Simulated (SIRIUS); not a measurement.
Worked example: self-consistent single point of Ge (P6_3/mmc, 8 atoms in the cell; from Materials Project mp-1091415, lattice scaled a little) in SIRIUS.

Computed with PBEsol, PseudoDojo 0.4 standard norm-conserving PBEsol (tails mended) pseudopotentials (plane waves; SIRIUS 7.12.0).

```yaml
crystal:
  lattice:
    - [4.03194, 0.00000, 0.00000]
    - [-2.01597, 3.49177, 0.00000]
    - [0.00000, 0.00000, 13.25144]
  atoms:
    - { symbol: Ge, position: [0.00000, 0.00000, 0.40685] }
    - { symbol: Ge, position: [0.00000, 0.00000, 0.59315] }
    - { symbol: Ge, position: [0.00000, 0.00000, 0.90685] }
    - { symbol: Ge, position: [0.00000, 0.00000, 0.09315] }
    - { symbol: Ge, position: [0.33333, 0.66667, 0.34406] }
    - { symbol: Ge, position: [0.66667, 0.33333, 0.65594] }
    - { symbol: Ge, position: [0.66667, 0.33333, 0.84406] }
    - { symbol: Ge, position: [0.33333, 0.66667, 0.15594] }
```

Reference input (self-consistent single point, DFT, PBEsol, plane waves, PseudoDojo 0.4 standard norm-conserving PBEsol (tails mended) pseudopotentials): parameters.ngridk = 4 4 1; parameters.xc_functionals = [XC_GGA_X_PBE_SOL, XC_GGA_C_PBE_SOL]; parameters.gk_cutoff = 8.832 1/bohr; parameters.pw_cutoff = 17.664 1/bohr; parameters.smearing = cold; parameters.smearing_width = 0.00734986 Ha; potentials = PseudoDojo 0.4 standard norm-conserving PBEsol (tails mended) pseudopotentials; parameters.electronic_structure_method = pseudopotential; parameters.num_bands = 67; parameters.num_mag_dims = 0; parameters.num_dft_iter = 100; parameters.energy_tol = 1e-07 Ha. This run's input differs from it in these lines:

```diff
@@ -16,3 +16,4 @@
     "pw_cutoff": 17.664,
-    "ngridk": [4, 4, 1],
+    "ngridk": [1, 1, 1],
+    "shiftk": [1, 1, 1],
     "smearing": "cold",
```

Log, with long lists cut:

```
[find] density tolerance         : 1e-06
[find] total energy tolerance    : 1e-07
[find] iter_solver_tol (initial) : 0.01
[find] iter_solver_tol (target)  : 1e-13
[find] num_dft_iter              : 100
Charges and magnetic moments
--------------------------------------------------------------------------------
total charge          : 112.000000
[find] | SCF iteration   0 out of 100|
[diagonalize] iterative solver tolerance (occupied, empty): 0.01 0.01
[diagonalize] average number of iterations: 3
[find_efermi_generic] Newton iteration converged after 0 steps
[find] Charges and magnetic moments
[find] total charge          : 112.000000
[find] Energy
[find] smearing (-TS)                 :       0.00000000
[find] Total energy                   :    -713.80142274 (Ha),   -1427.60284547 (Ry)
[find] Free energy (E-TS)             :    -713.80142274 (Ha),   -1427.60284547 (Ry)
[find] band gap (eV)                  :       2.52043577
[find] Efermi                         :       0.30331051
[find] iteration : 0, RMS (target) : 1.7232e-01 (1.0000e-06) , energy difference (target) : -7.1380e+02 (1.0000e-07)
[find] bands are converged : true
[find] iterative solver converged : false
[find] | SCF iteration   1 out of 100|
[diagonalize] iterative solver tolerance (occupied, empty): 0.005 0.005
   [... lines left out ...]
[find] Charges and magnetic moments
[find] Free energy (E-TS)             :    -713.80645305 (Ha),   -1427.61290610 (Ry)
[find] band gap (eV)                  :       2.44450666
[find] Efermi                         :       0.30443582
[find] Charges and magnetic moments
[find] Free energy (E-TS)             :    -713.80859042 (Ha),   -1427.61718083 (Ry)
[find] band gap (eV)                  :       2.36077928
[find] Efermi                         :       0.31112872
[find] Charges and magnetic moments
[find] Free energy (E-TS)             :    -713.80882627 (Ha),   -1427.61765255 (Ry)
   [... lines left out ...]
[ground_state] atom:    3, force:       0.0000000     -0.0000000      0.0014877
[ground_state] atom:    4, force:       0.0000000     -0.0000000      0.0048283
[ground_state] atom:    5, force:       0.0000000      0.0000000     -0.0048283
[ground_state] atom:    6, force:      -0.0000000      0.0000000      0.0048283
[ground_state] atom:    7, force:       0.0000000      0.0000000     -0.0048283
```

The run converged in 16 iterations. SIRIUS prints the stress tensor with tension positive. Against the reference run the free energy falls by 744 meV/atom, the pressure goes from -0.44 to -5.99 GPa and the largest force goes from 0.045 to 0.248 eV/Å.

A shifted mesh samples other points: it can miss Γ, where band edges often lie, and can lower the symmetry, which leaves small forces and shears. This run is one point of a test of settings, so its values need not be converged; read them against the reference run alone. The structure comes from a collection of computed structures, made at another level of theory; the collection holds predicted forms beside known ones. Its lattice was then scaled. With one or two k-points the zone of this small cell is coarsely sampled: energies, forces and stress carry that error and can break the symmetry, so a converged loop does not mean converged values.

Cost on one core: about 60 core-seconds (a rough figure).

The gap that the log prints is read on the run's mesh, which can miss the band edges or a crossing.

“Tails mended”: in these copies of the files the far tail of each local potential was reset to the Coulomb form.
